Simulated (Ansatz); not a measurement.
The relaxed structure here is a generated cell of AlCu: the first start was made by placing the elements on the sites of a structure type, and the end was not matched to a known phase here, so it may be hypothetical.

A relaxed cell of AlCu (F-43m (No. 216)), relaxed on a k-mesh at least as fine as the one used below. Method: PBE (plane waves to 420 eV, PAW, scalar-relativistic; Ansatz, a first-principles code). Γ-centred k-mesh 5×10×10 on the run's cell (coarser than for final values), Fermi–Dirac smearing 0.05 eV.

```xyz
4
Lattice="0.0000 5.5551 5.5551 2.7776 0.0000 2.7776 2.7776 2.7776 0.0000" Properties=species:S:1:pos:R:3 pbc="T T T"
Al     4.1663     4.1663     4.1663
Al     4.1663     6.9439     6.9439
Cu     0.0000     0.0000     0.0000
Cu     2.7776     5.5551     2.7776
```

The atoms are displaced along an unstable phonon of this cell by (Å):

```tsv
atom	ux	uy	uz
Al1	0.043	-0.078	0.121
Al2	-0.043	0.078	-0.121
Cu3	-0.038	0.069	-0.107
Cu4	0.038	-0.069	0.107
```

**Question.** What forces (eV/Å) and pressure result?

**Answer.** 
```tsv
atom	Fx	Fy	Fz
Al1	0.06	-0.07	-0.01
Al2	0.03	-0.02	-0.09
Cu3	-0.08	0.11	-0.06
Cu4	-0.01	-0.02	0.15
```

Pressure -0.3 GPa.

The undisplaced cell is probably no minimum: from this displacement the run went on to Pmmm (No. 47), 0.75 eV/atom below it.

No spin polarisation in the result.
